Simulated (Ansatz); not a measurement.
# Si3B: phonons across the zone

These are results of Ansatz, DFT PBE, scalar-relativistic, plane waves, PAW, not measurements. Settings: 420 eV plane-wave cutoff, Γ-centred 10×4×6 mesh, Gaussian smearing of 0.10 eV. No spin polarisation. Phonons by linear response, acoustic sum rule imposed.

Equilibrium structure at this level:
```
Si B
1.0
     3.38409    0.00000    0.00000
     0.00000    7.24620    0.00000
     0.00000    0.00000    5.27346
Si B
6 2
Direct
  0.50000 0.73406 0.16166
  0.50000 0.26594 0.16166
  0.00000 0.76594 0.83834
  0.00000 0.23406 0.83834
  0.00000 0.50000 0.57333
  0.50000 0.00000 0.42667
  0.50000 0.50000 0.36136
  0.00000 0.00000 0.63864
```

The structure comes from a generated guess, relaxed at this level; another structure or a mixture of phases may lie lower. In a metal, frequencies and elastic constants depend on the k mesh and the smearing, soft modes and shear constants most. The q mesh is coarse, so values between its points are rough.

Force constants from linear response on a 2×1×1 q mesh.

Path: Γ–X–S–Y–Γ–Z–U–R–T–Z | X–U | Y–T | S–R. Only the points of the 2×1×1 mesh were computed; the rest is interpolation, which is rough on so few points. On the mesh no mode is imaginary. Distance along the path (Å⁻¹), then the branches (cm⁻¹, negative for imaginary):
```
0.000  0 0 0 153 166 175 207 212 214 294 306 318 319 398 409 414 420 431 608 624 635 640 664 714
0.232  42 60 87 156 175 184 199 212 225 295 317 322 328 397 407 415 420 430 608 624 642 645 666 712
0.464  81 120 155 158 172 178 207 207 260 293 332 337 356 397 403 417 421 426 610 627 653 654 671 707
0.696  114 154 163 165 173 198 205 213 275 283 345 351 387 402 402 420 422 423 619 632 660 662 680 700
0.928  139 139 160 160 203 203 213 213 274 274 354 354 399 399 416 416 421 421 630 630 663 663 690 690
1.037  141 141 159 159 202 202 216 216 275 275 350 350 398 398 413 413 425 425 630 630 663 663 690 690
1.145  144 144 159 159 200 200 224 224 281 281 341 341 396 396 410 410 431 431 630 630 663 663 690 690
1.254  144 144 163 163 196 196 231 231 292 292 326 326 394 394 409 409 434 434 631 631 662 662 690 690
1.362  144 144 166 166 194 194 233 233 305 305 312 312 394 394 409 409 436 436 631 631 662 662 690 690
1.594  134 134 161 161 193 193 236 236 288 288 318 318 392 392 405 405 434 434 626 626 660 660 689 689
1.826  119 119 135 135 208 208 226 226 256 256 316 316 387 387 400 400 431 431 618 618 654 654 689 689
2.058  101 101 112 112 196 196 214 214 233 233 307 307 384 384 400 400 430 430 616 616 643 643 689 689
2.290  90 90 102 102 181 181 197 197 240 240 300 300 384 384 400 400 430 430 616 616 638 638 688 688
2.399  69 74 110 126 143 191 201 218 224 249 298 302 378 388 395 409 425 433 613 618 637 639 679 698
2.507  47 48 92 128 161 183 200 204 246 257 296 304 363 395 396 415 420 434 610 621 636 639 671 706
2.615  23 24 47 144 174 182 188 206 233 290 295 306 343 398 405 416 419 433 609 623 636 640 666 712
2.724  0 0 0 153 166 175 207 212 214 294 306 318 319 398 409 414 420 431 608 624 635 640 664 714
2.873  -8 35 61 153 166 175 201 203 211 296 306 323 325 374 410 424 426 431 607 625 635 640 662 714
3.022  -14 70 120 153 165 175 184 187 205 300 306 328 341 343 403 423 429 444 606 628 635 640 659 716
3.171  -17 102 153 157 165 173 174 178 200 294 304 306 347 356 396 416 433 454 605 630 635 640 655 718
3.320  -18 128 137 153 159 171 178 192 212 266 305 306 352 363 392 412 434 457 604 631 635 640 654 718
3.552  38 134 160 161 164 176 188 192 225 266 307 318 356 358 396 412 435 452 604 630 641 646 657 717
3.784  79 142 167 174 175 189 195 215 256 294 309 340 343 373 408 413 435 438 608 630 653 655 666 712
4.016  113 153 158 171 189 199 206 219 293 311 324 326 362 394 414 418 420 434 618 633 660 662 679 703
4.248  139 139 164 164 205 205 210 210 315 315 319 319 388 388 413 413 429 429 630 630 663 663 692 692
4.356  144 144 165 165 199 199 215 215 314 314 318 318 388 388 412 412 431 431 630 630 663 663 692 692
4.465  153 153 172 172 192 192 219 219 311 311 316 316 386 386 409 409 435 435 630 630 663 663 691 691
4.573  158 158 184 184 190 190 217 217 309 309 313 313 384 384 407 407 438 438 630 630 662 662 691 691
4.681  158 158 184 184 199 199 211 211 309 309 312 312 383 383 407 407 439 439 630 630 662 662 691 691
4.913  155 155 180 180 191 191 220 220 293 293 317 317 367 367 415 415 436 436 626 626 660 660 691 691
5.146  148 148 163 163 190 190 215 215 279 279 305 305 341 341 424 424 434 434 618 618 654 654 690 690
5.378  142 142 151 151 175 175 194 194 274 274 291 291 319 319 424 424 441 441 615 615 643 643 689 689
5.610  135 135 147 147 160 160 185 185 277 277 290 290 306 306 423 423 444 444 616 616 638 638 689 689
5.718  122 133 137 156 159 164 185 187 252 272 303 305 306 312 417 425 439 450 611 620 637 639 677 700
5.827  85 130 138 154 162 168 184 190 229 268 305 306 323 336 408 422 436 454 608 625 636 639 666 710
5.935  42 128 137 153 160 170 180 191 215 266 305 306 342 355 398 416 435 456 605 629 636 640 657 716
6.043  -18 128 137 153 159 171 178 192 212 266 305 306 352 363 392 412 434 457 604 631 635 640 654 718
6.118  139 139 161 161 201 201 212 212 276 276 352 352 399 399 416 416 422 422 630 630 663 663 690 690
6.267  139 139 172 172 189 189 210 210 290 290 343 343 397 397 415 415 424 424 630 630 663 663 690 690
6.416  139 139 174 174 189 189 210 210 307 307 328 328 393 393 414 414 427 427 630 630 663 663 691 691
6.565  139 139 165 165 203 203 210 210 317 317 318 318 389 389 414 414 429 429 630 630 663 663 692 692
6.639  90 90 102 102 181 181 197 197 240 240 300 300 384 384 400 400 430 430 616 616 638 638 688 688
6.788  95 95 106 106 186 186 193 193 239 239 301 301 367 367 412 412 431 431 616 616 638 638 688 688
6.937  108 108 119 119 183 183 195 195 240 240 303 303 341 341 420 420 436 436 616 616 638 638 689 689
7.086  124 124 137 137 169 169 192 192 256 256 305 305 313 313 423 423 442 442 616 616 638 638 689 689
7.235  135 135 147 147 160 160 185 185 277 277 290 290 306 306 423 423 444 444 616 616 638 638 689 689
7.309  144 144 166 166 194 194 232 232 305 305 312 312 393 393 409 409 436 436 631 631 662 662 690 690
7.458  149 149 170 170 195 195 228 228 306 306 312 312 390 390 408 408 437 437 631 631 662 662 690 690
7.607  154 154 177 177 197 197 220 220 308 308 312 312 386 386 407 407 438 438 630 630 662 662 691 691
7.756  158 158 183 183 199 199 212 212 309 309 312 312 383 383 407 407 439 439 630 630 662 662 691 691
```
